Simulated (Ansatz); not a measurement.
Values for one crystal, relaxed and computed with PBE (plane waves, PAW; program Ansatz); other levels are named.

| Property | Result |
|---|---|
| Volume per atom | 27.06 Å³ |
| Electronic character | metallic (no gap) |
| Density of states at the Fermi level | 0.04 states/eV per atom (mean over ±0.08 eV) |
| Formation energy from the elements (no fitted shifts) | -0.023 eV/atom |

Q: Which of these materials gives this?
A) GaSb, P6_422 (Ga on 3c, Sb on 3d)
B) YNbN3, R3c (Y on 6a, Nb on 6a, N on 18b)
C) SiNi2, Pnma (Si on 4c, Ni on 4c, Ni on 4c)
D) InMo2C, P6_3/mmc (In on 2d, Mo on 4f, C on 2a)

A: A, GaSb, P6_422 (Ga on 3c, Sb on 3d)

The start of the workflow was typed in or built on a structure type; neither database checked (COD, Materials Project) lists it. It is not the phase usual at ambient conditions (space group No. 216). Symmetry was held in the PBE relaxation; whether a distortion lowers the energy is not shown. A small band overlap can be real or an error of a semilocal functional. The references are the lowest solids computed at this level, not always the standard phases. Scalar-relativistic: spin–orbit coupling is off unless named, which matters more the heavier the elements.

Potentials: the earlier of the program's two PAW sets.
